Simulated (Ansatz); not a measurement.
# YOs₂Pt₂, a known structure type with other elements, at an estimated volume

```
CELL_PARAMETERS angstrom
0.00000 4.12310 0.00000
4.12310 0.00000 0.00000
2.06155 2.06155 -4.86252
ATOMIC_POSITIONS crystal
Y 0.00000 0.00000 0.00000
Os 0.37500 0.37500 0.25000
Os 0.62500 0.62500 0.75000
Pt 0.75000 0.25000 0.50000
Pt 0.25000 0.75000 0.50000
```

The numbers come from plane-wave PAW DFT (Ansatz): PBE, no spin polarisation, 420 eV, 9×9×9 Γ-centred k points, fermi-dirac occupations (width 0.0189 eV). Nothing was relaxed.

(1) Where is the largest force?

(2) Metal or insulator?

(3) Is it stable against the elements?

(4) Give the Bader charges.

(5) Is the cell too large or too small?

(6) Describe some of the short contacts.

Origin: a known structure type with other elements, at an estimated volume, so it need not be a known compound. Caveats: atoms or cell far from equilibrium.

Answers

(1) The largest is on Os2 (and as large on other atoms): 6.85 eV/Å, components (0.00, 0.00, 6.85). It makes 121° with the line to a nearest neighbour, Pt4 at 2.39 Å.

(2) It is a metal, with about 4.3 states/eV a cell as the mean within 0.25 eV of the Fermi level, mostly Os d (51 %), Pt d (25 %) and Y d (13 %).

(3) 0.45 eV an atom against the elements' usual phases (free molecules for gases, crystals otherwise, with no correction for O₂ or N₂), so at this geometry it isn't bound against them. Relaxing would lower it.

(4) Bader charges in e: Y +1.71, Os -0.19, Pt -0.66. In the mean Y gives up most and Pt takes most.

(5) The pressure is 47.1 GPa (compression positive), so with the atoms held at these fractions the cell would first expand; the forces are large, so a full relaxation may end otherwise. The principal stresses 33.4, 54.0, 54.0 GPa differ, so its shape would change too.

(6) Os–Pt at 2.39 Å: least valence density 0.80 e/Å³ and ELF 0.38 there. Os–Os at 2.43 Å: least valence density 0.79 e/Å³ and ELF 0.44 there. Y–Os at 3.16 Å: least valence density 0.18 e/Å³ and ELF 0.15 there. Both are smooth PAW fields, read partly inside the augmentation spheres.
